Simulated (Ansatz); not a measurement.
SiMo$_{3}$:
```
CELL_PARAMETERS angstrom
      4.88306     0.00000     0.00000
      0.00000     4.88306     0.00000
      0.00000     0.00000     4.88306
ATOMIC_POSITIONS crystal
  Mo 0.25000 0.00000 0.50000
  Mo 0.50000 0.75000 0.00000
  Mo 0.75000 0.00000 0.50000
  Mo 0.50000 0.25000 0.00000
  Mo 0.00000 0.50000 0.75000
  Mo 0.00000 0.50000 0.25000
  Si 0.00000 0.00000 0.00000
  Si 0.50000 0.50000 0.50000
```

Relaxed with r²SCAN. Special points in fractions of this cell's reciprocal vectors: Γ (0.000, 0.000, 0.000); X (0.000, 0.500, 0.000); M (0.500, 0.500, 0.000); R (0.500, 0.500, 0.500).

List the band energies nearest the Fermi level at these points for plane-wave PAW r²SCAN (Ansatz code).

In eV from the Fermi level; about four levels below and three above (degenerate sets whole), none deeper than 8.9 eV; points with the same levels are listed once.

```tsv
k	below	above
Γ	-2.32 -2.32 -2.32 -1.68 -1.68	1.35 1.35 1.35
X	-2.61 -2.61 -1.84 -1.84	0.21 0.21 1.00 1.00
M	-0.88 -0.75 -0.50 -0.19	0.21 0.92 1.14 1.14
R	-1.33 -1.33 -1.33 -1.33 -1.33 -1.33	1.32 1.32 1.32 1.32 1.32 1.32
```

Space group Pm-3n (A15 (Cr3Si type)). The cell was relaxed with r²SCAN under the symmetry of its start; of distortions, only those at the zone centre were tested. The run is not spin-polarised. Scalar-relativistic: spin–orbit coupling is off unless named, which matters more the heavier the elements.

Potentials: the later of the program's two PAW sets.
